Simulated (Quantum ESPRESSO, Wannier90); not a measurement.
## Wannierisation of SnO$_{2}$ (Pnnm)

Materials Project entry mp-550172; symmetrised, unrelaxed at this level. Not found in the COD (Crystallography Open Database) copy used, which has the formula in other groups; not checked further. Computed values, not measurements, from LDA: Quantum ESPRESSO (norm-conserving PseudoDojo potentials, cutoff 68 Ry, no spin polarisation, no spin-orbit coupling) on a Γ-centred 6×6×10 mesh, then Wannier90. Density: 6×6×10 mesh, Gaussian smearing 0.01 Ry. Spin-orbit coupling is left out although heavy elements are present.

```
begin unit_cell_cart
ang
    4.7880000000    0.0000000000    0.0000000000
    0.0000000000    4.8665800000    0.0000000000
    0.0000000000    0.0000000000    3.2409000000
end unit_cell_cart
mp_grid = 6 6 10
```

Question: Which shells of neighbouring k-points and which b-vectors and weights does Wannier90 pick for this cell and mesh?

Answer: 
```
 *---------------------------------- K-MESH ----------------------------------*
 +----------------------------------------------------------------------------+
 |                    Distance to Nearest-Neighbour Shells                    |
 |                    ------------------------------------                    |
 |          Shell             Distance (Ang^-1)          Multiplicity         |
 |          -----             -----------------          ------------         |
 |             1                   0.193872                      2            |
 |             2                   0.215181                      2            |
 |             3                   0.218713                      2            |
 |             4                   0.289636                      4            |
 |             5                   0.292270                      4            |
 |             6                   0.306820                      4            |
 |             7                   0.362939                      8            |
 |             8                   0.387743                      2            |
       ... (lines left out)
 +----------------------------------------------------------------------------+
 | The b-vectors are chosen automatically                                     |
 | The following shells are used:                       1,  2,  3             |
 +----------------------------------------------------------------------------+
 |                        Shell   # Nearest-Neighbours                        |
 |                        -----   --------------------                        |
 |                          1               2                                 |
 |                          2               2                                 |
 |                          3               2                                 |
 +----------------------------------------------------------------------------+
 | Completeness relation is fully satisfied [Eq. (B1), PRB 56, 12847 (1997)]  |
 +----------------------------------------------------------------------------+
 |                  b_k Vectors (Ang^-1) and Weights (Ang^2)                  |
 |                  ----------------------------------------                  |
 |            No.         b_k(x)      b_k(y)      b_k(z)        w_b           |
 |            ---        --------------------------------     --------        |
 |             1         0.000000    0.000000    0.193872    13.302753        |
 |             2         0.000000    0.000000   -0.193872    13.302753        |
 |             3         0.000000    0.215181    0.000000    10.798427        |
 |             4         0.000000   -0.215181    0.000000    10.798427        |
 |             5         0.218713    0.000000    0.000000    10.452521        |
 |             6        -0.218713    0.000000    0.000000    10.452521        |
```
